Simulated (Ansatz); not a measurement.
The start is a generated cell, Ni placed in the fcc structure type. The structure is fully relaxed (lattice and positions, P = 0) with PBEsol (plane waves to 420 eV, PAW, scalar-relativistic; Ansatz, a quantum-chemistry and plane-wave program). The first steps use a coarse 16×16×16 k-mesh.

Initial structure:
```yaml
crystal:
  lattice:
    - [0.00000, 1.76000, 1.76000]
    - [1.76000, 0.00000, 1.76000]
    - [1.76000, 1.76000, 0.00000]
  atoms:
    - { symbol: Ni, position: [0.00000, 0.00000, 0.00000] }
```
Spin-polarised start, with parallel moments on Ni.

```json
{
  "initial_pressure": "-10.2 GPa (negative: the cell is under tension)",
  "outcome": "The space group stays Fm-3m (No. 225) (the run could not lower it); the end is fcc (Cu type), with 1 atom in the primitive magnetic cell",
  "energy_released": "0.02 eV/atom",
  "volume_change": "-4.8 %, from 10.90 to 10.38 Å³/atom",
  "band_gap_at_the_end": "zero (metallic)",
  "moments_at_the_end": "net 0.61 μB/atom, ferromagnetic",
  "optimiser_moves": "6"
}
```

The end point of the relaxation:

```cif
data_Ni4
_chemical_formula_sum 'Ni4'
_space_group_name_H-M_alt 'Fm-3m'
_space_group_IT_number 225
_space_group_name_Hall '-F 4 2 3'
_cell_length_a 3.46279
_cell_length_b 3.46279
_cell_length_c 3.46279
_cell_angle_alpha 90.000
_cell_angle_beta 90.000
_cell_angle_gamma 90.000
loop_
_atom_site_label
_atom_site_type_symbol
_atom_site_symmetry_multiplicity
_atom_site_Wyckoff_symbol
_atom_site_fract_x
_atom_site_fract_y
_atom_site_fract_z
_atom_site_occupancy
Ni1 Ni 4 a 0.00000 0.00000 0.00000 1
```
(The calculation used a cell of 1 atom; values per cell refer to that cell.)

Final values are on a 23×23×23 k-mesh of the relaxed cell. Spin state reached: ferromagnetic (net 0.61 μB/atom), from parallel starting moments; other spin orders were not run from this start.

The run could not lose the symmetry of its start.
